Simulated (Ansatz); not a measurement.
Structure types of Ga at a series of pressures

All-electron LAPW in Ansatz 0.2.0 under LDA, scalar-relativistic, energies extrapolated to zero smearing, no spin–orbit coupling; spin polarisation is left out. At each pressure a set of structure types was relaxed with symmetry kept. The table gives H = E + pV above the lowest type of that row in meV/atom (up to 5 of noise); a dash means not tried or turned into another type. Real phases may be missing from the set: fcc wasn't tried throughout, and may lie lower. k spacings are near 0.17 to 0.21 Å⁻¹, smearing 0.05 to 0.1 eV.

Among hcp, bcc, beta tin, diamond, omega, simple hexagonal, which leads at 29, 57, 230, 450 GPa?

hcp at 29 GPa; hcp at 57 GPa; hcp at 230 GPa; hcp at 450 GPa.

```tsv
p (GPa)	V of the lowest (Å³/atom)	hcp	bcc	beta tin	diamond	omega	simple hexagonal
29	13.44	0	42	103	1054	49	–
57	11.93	0	50	182	1607	65	–
230	8.66	0	125	–	3974	–	406
450	7.21	0	176	944	–	257	696
```
